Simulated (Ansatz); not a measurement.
HfSiO$_{4}$:
Space group I4₁/amd, origin choice 1 (No. 141); a = b = 6.5821 Å, c = 5.9712 Å, α = β = γ = 90.00°

```json
[
 {"atom": "O", "site": "16h", "symmetry": ".m.", "x": "0.3154", "y": "0.0000", "z": "0.0699"},
 {"atom": "Si", "site": "4b", "symmetry": "-4m2", "x": "0.0000", "y": "0.0000", "z": "0.5000"},
 {"atom": "Hf", "site": "4a", "symmetry": "-4m2", "x": "0.0000", "y": "0.0000", "z": "0.0000"}
]
```
(The calculation used a cell of 12 atoms; values per cell refer to that cell.)

Relaxed with r²SCAN.

Tabulate the valence density and the electron localisation function along the shortest Si–Hf contact (2.99 Å), plane-wave PAW r²SCAN (Ansatz code).



| distance from Si (Å) | density (e/Å³) | ELF |
|---|---|---|
| 0.30 | 0.11 | 0.08 |
| 0.45 | 0.21 | 0.07 |
| 0.60 | 0.32 | 0.11 |
| 0.75 | 0.40 | 0.16 |
| 0.90 | 0.40 | 0.18 |
| 1.04 | 0.37 | 0.16 |
| 1.19 | 0.32 | 0.13 |
| 1.34 | 0.27 | 0.11 |
| 1.49 | 0.24 | 0.09 |
| 1.64 | 0.23 | 0.07 |
| 1.79 | 0.27 | 0.06 |
| 1.94 | 0.49 | 0.13 |
| 2.09 | 1.24 | 0.39 |
| 2.24 | 3.28 | 0.68 |
| 2.39 | 7.65 | 0.82 |
| 2.54 | 14.97 | 0.85 |
| 2.69 | 24.20 | 0.83 |

The density is the valence pseudo-density with augmentation charge, so density and ELF within about 1 Å of a nucleus are not all-electron values.

Space group I4_1/amd. The r²SCAN relaxation kept the symmetry of its start. No spin polarisation was allowed. Scalar-relativistic: spin–orbit coupling is off unless named, which matters more the heavier the elements.

Potentials: the later of the program's two PAW sets.
